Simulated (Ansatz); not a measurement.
MgCo$_{4}$Ge$_{6}$:
```yaml
crystal:
  lattice:
    - [-3.05153, 3.05153, 4.29929]
    - [3.05153, -3.05153, 4.29929]
    - [3.05153, 3.05153, -4.29929]
  atoms:
    - { symbol: Mg, position: [0.00000, 0.00000, 0.00000] }
    - { symbol: Co, position: [0.39774, 0.39774, 0.63819] }
    - { symbol: Co, position: [0.60226, 0.24044, 0.00000] }
    - { symbol: Co, position: [0.75956, 0.75956, 0.36181] }
    - { symbol: Co, position: [0.24044, 0.60226, 0.00000] }
    - { symbol: Ge, position: [0.46014, 0.46014, 0.33160] }
    - { symbol: Ge, position: [0.53986, 0.87145, 0.00000] }
    - { symbol: Ge, position: [0.12855, 0.12855, 0.66840] }
    - { symbol: Ge, position: [0.87145, 0.53986, 0.00000] }
    - { symbol: Ge, position: [0.50000, 0.00000, 0.50000] }
    - { symbol: Ge, position: [0.00000, 0.50000, 0.50000] }
```

Relaxed with r²SCAN. Special points in fractions of this cell's reciprocal vectors: Γ (0.000, 0.000, 0.000); X (0.000, 0.000, 0.500); P (0.250, 0.250, 0.250); N (0.000, 0.500, 0.000); M (0.500, 0.500, -0.500); S (0.376, 0.624, -0.376); S0 (-0.376, 0.376, 0.376); R (-0.252, 0.252, 0.500); G (0.500, 0.500, -0.252).

List the band energies nearest the Fermi level at these points for r²SCAN (plane waves, PAW; program Ansatz).

In eV from the Fermi level; about four levels below and three above (degenerate sets whole), none deeper than 8.9 eV; points with the same levels are listed once.

```json
[
 {"k": "Γ", "below": "-1.17 -1.17 -0.88 -0.87 -0.87", "above": "0.00 0.22 1.22"},
 {"k": "X", "below": "-1.54 -1.51 -0.95 -0.85", "above": "0.50 0.53 0.96"},
 {"k": "P", "below": "-1.57 -1.51 -1.51 -0.59", "above": "0.45 0.45 0.87"},
 {"k": "N", "below": "-1.43 -1.39 -1.04 -0.57", "above": "0.71 0.89 1.18"},
 {"k": "M", "below": "-1.44 -0.99 -0.99 -0.46", "above": "0.06 0.06 0.67"},
 {"k": "S", "below": "-1.23 -1.07 -1.06 -0.19", "above": "0.51 1.13 1.37"},
 {"k": "R", "below": "-1.46 -1.36 -1.19 -1.02", "above": "0.20 0.71 0.88"}
]
```

Space group I-42m. The workflow started from a Materials Project entry (that database holds measured and hypothetical structures alike); the Crystallography Open Database copy checked does not list it. Whether it is the stable phase at ambient conditions was not checked. The r²SCAN relaxation kept the symmetry of its start; whether a distortion lowers the energy is not shown. No spin polarisation was allowed. Spin–orbit coupling is left out wherever it is not named.

Potentials: the later of the program's two PAW sets.
